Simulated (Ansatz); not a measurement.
AlO$_{2}$:
```cif
data_Al4O8
_chemical_formula_sum 'Al4 O8'
_space_group_name_H-M_alt 'P 1'
_space_group_IT_number 1
_cell_length_a 9.34973
_cell_length_b 2.91684
_cell_length_c 4.82042
_cell_angle_alpha 90.000
_cell_angle_beta 90.000
_cell_angle_gamma 90.000
loop_
_space_group_symop_operation_xyz
  'x, y, z'
loop_
_atom_site_label
_atom_site_type_symbol
_atom_site_fract_x
_atom_site_fract_y
_atom_site_fract_z
_atom_site_occupancy
Al1 Al 0.66291 0.25000 0.54169 1
Al2 Al 0.33709 0.75000 0.45831 1
Al3 Al 0.83709 0.75000 0.04169 1
Al4 Al 0.16291 0.25000 0.95831 1
O1 O 0.53135 0.75000 0.34530 1
O2 O 0.46865 0.25000 0.65470 1
O3 O 0.96865 0.25000 0.84530 1
O4 O 0.03135 0.75000 0.15470 1
O5 O 0.22907 0.75000 0.77029 1
O6 O 0.77093 0.25000 0.22971 1
O7 O 0.27093 0.25000 0.27029 1
O8 O 0.72907 0.75000 0.72971 1
```
The run is spin-polarised; directions of the spins, atom by atom: 0 0 0 0 ↑ ↑ ↑ ↑ 0 0 0 0.

This is the PBE-relaxed structure.

Q: All from DFT-PBE in the program Ansatz with PAW potentials, unless another level is named. Give the electron effective mass.

A: 0.93, 1.2, 2.0 mₑ (principal values).

Q: What about the band gap?

A: 0.13 eV (indirect).

Q: And the valence-band maximum?

A: at Γ.

Space group Pnma. The first step of the workflow began from a Materials Project structure, measured or hypothetical; the Crystallography Open Database copy checked does not list it. Whether it is the stable phase at ambient conditions was not checked. The cell was relaxed with PBE under the symmetry of its start; whether a distortion lowers the energy is not shown. Magnetic state: ferromagnetic, chosen from 4 collinear starts compared on coarse meshes (ties went to the first, and starts can fall back to one state), not a proven ground state. No Hubbard U is applied.

Potentials: the later of the program's two PAW sets.
